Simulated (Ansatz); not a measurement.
SrHfN2:
```
CELL_PARAMETERS angstrom
      1.66966     0.96398     5.89330
     -1.66966     0.96398     5.89330
      0.00000    -1.92796     5.89330
ATOMIC_POSITIONS crystal
  Sr 0.00000 0.00000 0.00000
  Hf 0.50000 0.50000 0.50000
  N  0.23293 0.23293 0.23293
  N  0.76707 0.76707 0.76707
```

Relaxed with HSE06.

Q: Give the Bader charges and basin volumes of the independent atoms, HSE06 in the plane-wave PAW code Ansatz.

A: 

| atom | Bader charge (e) | Bader volume (Å³) |
|---|---|---|
| Sr1 | +1.41 | 15.8 |
| Hf2 | +2.42 | 10.9 |
| N3 | -1.92 | 15.1 |

Space group R-3m. The workflow started from a Materials Project entry (that database holds measured and hypothetical structures alike); the Crystallography Open Database copy checked does not list it. Whether it is the stable phase at ambient conditions was not checked. Symmetry was held in the HSE06 relaxation; whether a distortion lowers the energy is not shown. The run is not spin-polarised. Scalar-relativistic: spin–orbit coupling is off unless named, which matters more the heavier the elements.

Potentials: the later of the program's two PAW sets.
